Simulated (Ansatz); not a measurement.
Te2Mo:
```xyz
6
Lattice="3.5462 0.0000 0.0000 -1.7731 3.0711 0.0000 0.0000 0.0000 14.2585" Properties=species:S:1:pos:R:3 pbc="T T T"
Te     0.0000     2.0474     8.9019
Te     1.7731     1.0237     5.3566
Te     1.7731     1.0237     1.7726
Te     0.0000     2.0474    12.4859
Mo     0.0000     2.0474     3.5646
Mo     1.7731     1.0237    10.6939
```

Relaxed with r²SCAN+D4. Independent-particle spectrum: no excitons, no local fields, no scissors shift; 0.1 eV broadening; ε₁ of the summed bands alone.

Problem. Tabulate the dielectric function from plane-wave PAW r²SCAN+D4 (Ansatz code).

Solution. 

```tsv
E (eV)	ε₁ xx	ε₂ xx	ε₁ zz	ε₂ zz
0.0	18.58	0.00	11.46	0.00
0.3	18.88	0.00	11.53	0.00
0.6	19.90	0.00	11.75	0.00
0.9	22.51	0.01	12.17	0.00
1.2	27.66	6.43	12.90	0.01
1.5	25.66	10.09	14.46	0.26
1.8	22.67	20.54	16.69	1.83
2.1	14.02	14.80	16.90	7.09
2.4	14.67	18.21	11.48	6.61
2.7	14.20	21.98	11.86	5.61
3.0	4.72	19.83	14.06	5.72
3.3	7.02	16.01	15.11	9.18
3.6	1.75	19.12	13.16	8.56
3.9	0.92	18.67	19.32	12.13
4.2	-2.25	14.69	10.83	26.29
4.5	-1.15	11.44	-0.60	16.86
4.8	-1.80	13.37	4.73	15.59
5.1	-5.11	12.91	-5.67	15.10
5.4	-6.50	9.77	-3.92	7.57
5.7	-6.60	5.71	-0.63	5.13
6.0	-4.79	4.10	1.96	5.91
6.3	-2.99	3.04	3.11	6.89
6.6	-2.12	2.91	3.03	9.47
6.9	-1.52	2.50	-0.21	9.00
7.2	-0.46	2.12	0.31	8.26
7.5	0.67	2.09	-0.26	8.38
7.8	1.54	2.71	-0.59	8.48
8.1	2.60	3.57	-2.29	7.81
8.4	2.39	5.43	-2.38	5.51
8.7	0.99	6.28	-0.95	5.19
9.0	0.01	6.92	-0.78	7.58
9.3	-1.54	5.95	-2.89	6.85
9.6	-1.89	5.61	-3.44	6.00
9.9	-2.20	4.58	-4.39	5.16
10.2	-2.64	4.29	-4.56	3.42
10.5	-2.85	3.13	-3.40	2.18
10.8	-2.19	2.65	-2.71	1.98
11.1	-1.80	2.21	-2.00	1.93
11.4	-1.54	2.44	-1.77	2.02
11.7	-1.57	2.39	-1.50	2.05
12.0	-1.60	2.12	-1.24	2.05
```

Problem. From ε at 1.3 eV (xx: 25.93 + 9.03i), find n, k, the normal reflectivity and the absorption coefficient.

Solution. n = 5.17, k = 0.874, R = 47 %, α = 2kE/ħc = 120000 cm⁻¹.

With all bands, ε∞ without local fields is 18.7 (xx = yy), 11.6 (zz).

Space group P6_3/mmc. The cell was relaxed with r²SCAN+D4 under the symmetry of its start. The run is not spin-polarised. Spin–orbit coupling is left out wherever it is not named.

Potentials: the earlier of the program's two PAW sets.
